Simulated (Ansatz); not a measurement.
Relaxed-ion elastic tensor of BP (zinc blende, F-43m) in GPa (Voigt order), plane-wave PAW PBEsol (Ansatz code); density 3.00 g/cm³, 11.54 Å³ per atom.

```json
[
 {"": "1", "1": "346", "2": "81.1", "3": "81.1", "4": "0.0", "5": "0.0", "6": "0.0"},
 {"": "2", "1": "81.1", "2": "346", "3": "81.1", "4": "0.0", "5": "0.0", "6": "0.0"},
 {"": "3", "1": "81.1", "2": "81.1", "3": "346", "4": "0.0", "5": "0.0", "6": "0.0"},
 {"": "4", "1": "0.0", "2": "0.0", "3": "0.0", "4": "188", "5": "0.0", "6": "0.0"},
 {"": "5", "1": "0.0", "2": "0.0", "3": "0.0", "4": "0.0", "5": "188", "6": "0.0"},
 {"": "6", "1": "0.0", "2": "0.0", "3": "0.0", "4": "0.0", "5": "0.0", "6": "188"}
]
```

Q: Is the crystal mechanically stable?

A: Yes: the smallest eigenvalue of C is 188 GPa.

Q: Work out the Voigt, Reuss and Hill averages.

A: K_V = 170, K_R = 170, K_H = 170; G_V = 166, G_R = 161, G_H = 163 GPa.

Q: Give Young's modulus, Poisson's ratio, Pugh's ratio and the universal anisotropy index.

A: E = 9KG/(3K + G) = 371 GPa; ν = 0.14; K/G = 1.04 (brittle by the Pugh limit of 1.75); A_U = 5G_V/G_R + K_V/K_R − 6 = 0.15.

Q: Estimate the sound speeds and the Debye temperature.

A: v_l = √((K + 4G/3)/ρ) = 11400 m/s, v_t = √(G/ρ) = 7370 m/s, mean 8090 m/s; Θ = (h/k)(3n/4πV)^(1/3) v_m = 1070 K.

Q: Give the Zener ratio and Young's modulus along [100], [110] and [111].

A: A = 2C44/(C11 − C12) = 1.41; 1/E = S11 − 2(S11 − S12 − S44/2)Γ with Γ = 0, 1/4, 1/3 gives 316, 382, 411 GPa.

The PBEsol relaxation kept the symmetry of its start.

Potentials: the earlier of the program's two PAW sets. The files were generated under PBE; for other functionals the program regenerates the frozen cores, and for LDA and PBEsol the local potential too.
